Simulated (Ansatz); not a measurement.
SnSeS:
```xyz
3
Lattice="3.7463 0.0000 0.0000 -1.8731 3.2444 0.0000 0.0000 0.0000 6.1454" Properties=species:S:1:pos:R:3 pbc="T T T"
Sn     0.0000     2.1629     0.0479
Se     0.0000     0.0000     4.6036
S      1.8731     1.0815     1.4938
```

This is the r²SCAN+D4-relaxed structure. Tensor components refer to the Cartesian frame of this cell.

All from the program Ansatz at the r²SCAN+D4 level (PAW), unless another level is named. Give the highest zone-centre frequency (without LO–TO term).

318 cm⁻¹.

And the Hill bulk and shear moduli?

31.9 and 20.1 GPa.

Give the elastic constants (relaxed ions, GPa).

C11 = 120, C12 = 32.3, C13 = 10.2, C14 = -0.6, C33 = 25.2, C44 = 8.1.

Next, the piezoelectric stress constants (proper, relaxed ions, C/m²)?

e15 = e24 = 0.05, e16 = e21 = 0.15, e22 = -0.15, e33 = 0.07.

Space group P3m1. The first step of the workflow began from a Materials Project structure, measured or hypothetical; the Crystallography Open Database copy checked does not list it. With Se and S taken as one species the cell has the higher symmetry P-3m1, so it may be an ordered model of a mixed-site phase. Whether it is the stable phase at ambient conditions was not checked. Symmetry was held in the r²SCAN+D4 relaxation; whether a distortion lowers the energy is not shown. Signs of piezoelectric constants follow the polarity of the cell as given. Scalar-relativistic: spin–orbit coupling is off unless named, which matters more the heavier the elements.

Potentials: the later of the program's two PAW sets.
